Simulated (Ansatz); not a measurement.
Values for one crystal, relaxed and computed with r²SCAN (plane waves, PAW; program Ansatz); other levels are named.

* **Volume per atom**: 13.75 Å³
* **Band gap**: 4.13 eV (indirect)
* **Smallest direct gap on the standard path**: 4.20 eV
* **Valence-band maximum**: at M
* **Conduction-band minimum**: at Γ

Q: Pick the material that matches.
A) GaAsO4, P3_121 (Ga on 3a, As on 3b, O on 6c, O on 6c)
B) Y2Ge2O7, Fd-3m (Y on 16d, Ge on 16c, O on 48f, O on 8b)
C) RbNdO2, R-3m (Rb on 3a, Nd on 3b, O on 6c)
D) RbLuO2, R-3m (Rb on 3a, Lu on 3b, O on 6c)

A: A, GaAsO4, P3_121 (Ga on 3a, As on 3b, O on 6c, O on 6c)

The workflow started from a Materials Project entry (that database holds measured and hypothetical structures alike); the Crystallography Open Database files this formula in space group No. 152, but the cells were not matched. Its standing as an ambient phase is unchecked. The cell was relaxed with r²SCAN under the symmetry of its start; whether a distortion lowers the energy is not shown. Scalar-relativistic: spin–orbit coupling is off unless named, which matters more the heavier the elements.

Potentials: the later of the program's two PAW sets.
